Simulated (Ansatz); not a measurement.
NaSn4Se8 in space group P-3m1 (No. 164; Pearson symbol hP13) under volume change, DFT-PBE+D3(BJ) in the program Ansatz with PAW potentials, shape and atoms relaxed at each volume.

| V (Å³/atom) | E − E(relaxed) (meV/atom) | P (GPa) |
|---|---|---|
| 24.825 | 14.4 | 2.25 |
| 25.643 | 5.6 | 1.23 |
| 26.462 | 1.3 | 0.51 |
| 27.280 | 0.0 | 0.00 |
| 28.099 | 1.1 | -0.39 |
| 28.917 | 4.1 | -0.77 |
| 29.735 | 8.7 | -1.03 |

### Question
What does a third-order Birch–Murnaghan fit give for V₀, B₀ and B′?

### Answer
V₀ = 27.25 Å³/atom, B₀ = 16.5 GPa, B′ = 8.1.

A made-up cell: these elements were put on the sites of a structure type; neither database checked (COD, Materials Project) lists it. Its standing as an ambient phase is unchecked. Symmetry was held in the PBE+D3(BJ) relaxation; whether a distortion lowers the energy is not shown. Spin–orbit coupling is left out wherever it is not named.

Potentials: the later of the program's two PAW sets.
